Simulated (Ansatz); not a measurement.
# Ta2S3, before and after

Recipe of this trial structure of Ta2S3: random cell by space group and Wyckoff sites (Pm-3m, No. 221). Its size is a rough estimate.

POSCAR.start

```
Ta S
1.0
     4.24277    0.00000    0.00000
     0.00000    4.24277    0.00000
     0.00000    0.00000    4.24277
Ta S
2 3
Direct
  0.50000 0.50000 0.50000
  0.00000 0.00000 0.00000
  0.50000 0.00000 0.00000
  0.00000 0.50000 0.00000
  0.00000 0.00000 0.50000
```

Method: DFT PBE, scalar-relativistic, plane waves, PAW in Ansatz 0.2.0. Cutoff 420 eV, Gaussian smearing, Γ-centred meshes. Cell and atoms relax first on a coarse mesh and then on a finer one. In between, the cell is made exact in the group found at 0.06 Å. In metals the finer mesh still leaves noise of several meV/atom or more. The steps can't lower the symmetry of their start. Collinear spin is switched on along the way, since trial moments persisted in a coarse test.

POSCAR.end

```
Ta S
1.0
     4.72832    0.00000    0.00000
     0.00000    4.72832    0.00000
     0.00000    0.00000    4.72832
Ta S
2 3
Cartesian
  2.3642 2.3642 2.3642
  0.0000 0.0000 0.0000
  2.3642 0.0000 0.0000
  0.0000 2.3642 0.0000
  0.0000 0.0000 2.3642
```

The symmetry stays Pm-3m (No. 221). The volume per atom grows by 38.4 %, from 15.3 to 21.1 Å³. The shortest distance goes from 2.12 Å (Ta–S) to 2.36 Å (Ta–S). The energy falls by about 0.91 eV/atom (the start's value is from the coarse mesh).

```
Volume per atom                          : 21.14 Å³
Density                                  : 7.20 g/cm³
Energy over the elements                 : +0.41 eV/atom
Gap on the 8×8×8 mesh of the 5-atom cell : 0 eV (a metal)
Net moment per atom                      : 0.62 μB
Moment by site                           : Ta 2.3, 0.1 μB
```

Energies over the elements count from the elements' standard structures at the same level, with no fitted energy shifts. A positive value: parting into the elements would lower its energy.

The last run used collinear spin and Gaussian smearing of 0.10 eV. Spin–orbit coupling, which can matter for Ta, is left out. The reference form of S is held partly by dispersion forces, which this level lacks. Another magnetic order may lie lower. A structure relaxed within its symmetry needn't be a true minimum. In all, the 3 runs took 94 s on 1 thread of Arm Neoverse V2, with other jobs on the host. Site moments count only spheres around the atoms; the net moment includes the space between them.
